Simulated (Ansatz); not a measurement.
# SrOs (CsCl-type structure)

Level of theory: DFT, r²SCAN, scalar-relativistic, no spin polarisation; plane waves to 500 eV with PAW datasets (Ansatz 0.2.0), Γ-centred 10×10×10 mesh, 0.05 eV Gaussian smearing. The datasets are Ansatz's generated set soft_2.

```xyz
2
Lattice="3.5848 0.0000 0.0000 0.0000 3.5848 0.0000 0.0000 0.0000 3.5848" Properties=species:S:1:pos:R:3 pbc="T T T"
Sr    0.0000    0.0000    0.0000
Os    1.7924    1.7924    1.7924
```

The start was a prototype's sites filled with these elements, not a measured cell.

Task: Which orbitals carry the states at the Fermi level, and how many states are there?

Result: Within 0.1 eV of it: Os 5d 92 % (shares among the projected shells). The density of states at the Fermi level is about 3.7 states/eV per cell, averaged over 0.3 eV.

Density of states (tetrahedra, averaged over 0.3 eV; states/eV per cell of 2 atoms; energy in eV from the Fermi level; projections on Löwdin-orthogonalised atomic orbitals, summed over sites):

```
    E  total  Os 5d  Os 6s  Sr 5s  Sr 4p
-5.20   0.01   0.00   0.00   0.00   0.00
-4.90   0.07   0.00   0.03   0.04   0.00
-4.60   0.12   0.00   0.04   0.06   0.00
-4.30   0.16   0.00   0.06   0.08   0.01
-4.00   0.21   0.00   0.09   0.10   0.01
-3.70   0.27   0.01   0.12   0.12   0.01
-3.40   0.35   0.02   0.16   0.14   0.02
-3.10   0.69   0.13   0.35   0.16   0.03
-2.80   1.56   0.44   0.81   0.18   0.05
-2.50   1.49   0.42   0.84   0.11   0.06
-2.20   0.94   0.42   0.40   0.04   0.02
-1.90   1.77   1.32   0.23   0.10   0.01
-1.60   3.67   3.04   0.14   0.27   0.01
-1.30   2.85   2.40   0.09   0.18   0.02
-1.00   4.85   4.14   0.11   0.22   0.04
-0.70   5.12   4.61   0.11   0.05   0.06
-0.40   5.50   5.00   0.14   0.05   0.05
-0.10   4.15   3.65   0.14   0.11   0.03
 0.20   2.36   1.92   0.10   0.14   0.02
 0.50   1.12   0.69   0.09   0.16   0.01
 0.80   1.12   0.62   0.10   0.16   0.01
 1.10   1.13   0.65   0.12   0.15   0.01
 1.40   0.49   0.29   0.12   0.02   0.00
 1.70   0.48   0.28   0.08   0.04   0.00
 2.00   0.96   0.39   0.12   0.18   0.00
 2.30   0.93   0.29   0.11   0.20   0.00
 2.60   0.97   0.24   0.10   0.22   0.00
 2.90   1.10   0.23   0.11   0.24   0.00
 3.20   1.02   0.20   0.11   0.21   0.00
 3.50   1.01   0.16   0.11   0.16   0.00
 3.80   1.13   0.14   0.09   0.11   0.00
 4.10   1.27   0.12   0.08   0.09   0.00
 4.40   1.69   0.13   0.07   0.06   0.00
 4.70   1.77   0.13   0.05   0.04   0.00
 5.00   2.00   0.10   0.05   0.02   0.00
```

Scalar-relativistic only: spin–orbit splittings of the heavy atoms' levels are missing.
